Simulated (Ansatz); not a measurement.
Relaxation of a relaxed Cu2O cell, doubled along one cell vector, shaken by Gaussian noise of σ = 0.08 Å a coordinate; 6 atoms in the cell, which starts as P1 (No. 1), aP6; a = 2.836 Å, b = 2.836 Å, c = 8.770 Å, α = 90.00°, β = 90.00°, γ = 120.00°. Computed with r2SCAN (plane waves to 500 eV, PAW, scalar-relativistic; Ansatz, an electronic-structure program). Γ-centred k-mesh 9×9×3 on the run's cell (coarser than for final values), Fermi–Dirac smearing 0.05 eV. This is the first round of the run. 

The optimiser's lines from the output (shortened; P is positive under compression):

```
relax step   1: F+E_penalty+E_count = -27658.20343184 eV  Δ(F+E_penalty+E_count) = +0.000e0 eV  max|allowed force component| = 2.694e0 eV/Å  Δτ_max = 0.0000 Å  P = +7.240 GPa  Ω = 61.081 Å³  (19 SCF iters, dr2 threshold 1.00e-7 eV, accepted)
relax step   2: F+E_penalty+E_count = -27658.46692122 eV  Δ(F+E_penalty+E_count) = -2.635e-1 eV  max|allowed force component| = 1.793e0 eV/Å  Δτ_max = 0.1011 Å  P = +4.094 GPa  Ω = 61.046 Å³  (16 SCF iters, dr2 threshold 6.00e-7 eV, accepted)
relax step   3: F+E_penalty+E_count = -27658.70971606 eV  Δ(F+E_penalty+E_count) = -2.428e-1 eV  max|allowed force component| = 7.008e-2 eV/Å  Δτ_max = 0.1275 Å  P = -1.238 GPa  Ω = 61.563 Å³  (18 SCF iters, dr2 threshold 6.00e-7 eV, accepted)
relax step   4: F+E_penalty+E_count = -27658.71546668 eV  Δ(F+E_penalty+E_count) = -5.751e-3 eV  max|allowed force component| = 5.317e-3 eV/Å  Δτ_max = 0.0502 Å  P = -0.289 GPa  Ω = 61.188 Å³  (13 SCF iters, dr2 threshold 6.00e-7 eV, accepted)
relax step   5: F+E_penalty+E_count = -27658.71593470 eV  Δ(F+E_penalty+E_count) = -4.680e-4 eV  max|allowed force component| = 7.588e-4 eV/Å  Δτ_max = 0.0061 Å  P = -0.013 GPa  Ω = 61.071 Å³  (10 SCF iters, dr2 threshold 6.00e-7 eV, accepted)
relax step   6: F+E_penalty+E_count = -27658.71599193 eV  Δ(F+E_penalty+E_count) = -5.724e-5 eV  max|allowed force component| = 2.953e-3 eV/Å  Δτ_max = 0.0012 Å  P = -0.016 GPa  Ω = 61.061 Å³  (8 SCF iters, dr2 threshold 3.80e-8 eV, accepted)
relax step   7: F+E_penalty+E_count = -27658.71600846 eV  Δ(F+E_penalty+E_count) = -1.653e-5 eV  max|allowed force component| = 2.986e-4 eV/Å  Δτ_max = 0.0002 Å  P = +0.001 GPa  Ω = 61.049 Å³  (10 SCF iters, dr2 threshold 2.26e-9 eV, accepted)
relax step   8: F+E_penalty+E_count = -27658.71598526 eV  Δ(F+E_penalty+E_count) = +2.320e-5 eV  max|allowed force component| = 2.971e-4 eV/Å  Δτ_max = 0.0000 Å  P = -0.005 GPa  Ω = 61.049 Å³  stress off target by 6.63e-3 GPa  SCF on the basis re-selected at this cell (its energy is not comparable with the rows above)  (9 SCF iters)
```

From the first to the last row the energy changes by -0.09 eV/atom and the volume by -0.1 %. The last row is marked as not comparable with the walk above it, whose basis was carried along; it does compare with step 1, since both stand on a basis selected at the nominal cutoff for their own cell.

Later rounds, restarted from the end of this one on a renewed k-mesh, logged 6 more steps and released under 0.01 eV/atom more. The final structure after all rounds: P-3m1 (No. 164), hP3, anti-CdI2 type; a = b = 2.8359 Å, c = 4.3848 Å, α = β = 90.00°, γ = 120.00°. No spin polarisation in the result. No Hubbard U is applied.

The relaxed structure here is a generated cell of Cu2O: the first start was made by placing the elements on the sites of a structure type, and the end was not matched to a known phase here, so it may be hypothetical. Known forms of Cu2O include space group No. 224.
